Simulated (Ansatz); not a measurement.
NbSiPt in space group Pnma (No. 62; Nb on 4c, Pt on 4c, Si on 4c) at seven volumes, plane-wave PAW r²SCAN (Ansatz code), shape and atoms relaxed at each. One row is withheld.

```json
[
 {"V (Å³/atom)": "13.822", "P (GPa)": "26.91"},
 {"V (Å³/atom)": "14.277", "P (GPa)": "16.39"},
 {"V (Å³/atom)": "14.733", "P (GPa)": "7.51"},
 {"V (Å³/atom)": "15.189", "P (GPa)": "0.00"},
 {"V (Å³/atom)": "15.644", "P (GPa)": "?"},
 {"V (Å³/atom)": "16.100", "P (GPa)": "-11.62"},
 {"V (Å³/atom)": "16.556", "P (GPa)": "-16.03"}
]
```

Question: Fit the shown pressures and predict the withheld one.

Answer: Third-order Birch–Murnaghan: P = (3/2)B₀(x^(7/2) − x^(5/2))[1 + (3/4)(B′ − 4)(x − 1)] with x = (V₀/V)^(2/3). Least squares on the six rows gives V₀ = 15.190 Å³/atom, B₀ = 228.3 GPa, B′ = 4.71. At V = 15.644, x = 0.9806 and P = -6.27 GPa. The run itself gave -6.33 GPa.

The workflow started from an entry of the Crystallography Open Database (COD). Whether it is the stable phase at ambient conditions was not checked. The r²SCAN relaxation kept the symmetry of its start; its stability against distortions is not shown here. No spin polarisation was allowed. Scalar-relativistic: spin–orbit coupling is off unless named, which matters more the heavier the elements.

Potentials: the later of the program's two PAW sets.
